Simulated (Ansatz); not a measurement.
Notes on LaB₆

```yaml
crystal:
  lattice:
    - [4.12664, 0.00000, 0.00000]
    - [0.00000, 4.12664, 0.00000]
    - [0.00000, 0.00000, 4.12664]
  atoms:
    - { symbol: La, position: [0.00000, 0.00000, 0.00000] }
    - { symbol: B, position: [0.50000, 0.50000, 0.20210] }
    - { symbol: B, position: [0.50000, 0.50000, 0.79790] }
    - { symbol: B, position: [0.20210, 0.50000, 0.50000] }
    - { symbol: B, position: [0.79790, 0.50000, 0.50000] }
    - { symbol: B, position: [0.50000, 0.20210, 0.50000] }
    - { symbol: B, position: [0.50000, 0.79790, 0.50000] }
```

Single point in Ansatz 0.2.0 with PBE, no spin polarisation. Cutoff 420 eV, PAW datasets, 8×8×8 Γ-centred k mesh, fermi-dirac filling (width 0.1 eV).

Problem. Where is the largest force?

Solution. The largest is on B2 (and as large on other atoms): 0.69 eV/Å, components (0.00, 0.00, -0.69). It makes 0° with the line to a nearest neighbour, B3 at 1.67 Å, pointing towards it.

Problem. What does the stress say?

Solution. The pressure is 4.3 GPa (compression positive), so with the atoms held at these fractions the cell would first expand.

Problem. Is it stable against the elements?

Solution. -0.56 eV an atom against the elements' usual phases (free molecules for gases, crystals otherwise, with no correction for O₂ or N₂), so it is bound against them; other compounds may still compete. Relaxing would lower it.

Problem. Is there a gap?

Solution. It is a metal, with about 0.88 states/eV a cell as the mean within 0.25 eV of the Fermi level, mostly B p (43 %), La d (32 %) and La f (22 %).

Origin: a database entry at a rescaled volume. Caveats: f levels without a U or exact exchange are poorly placed.
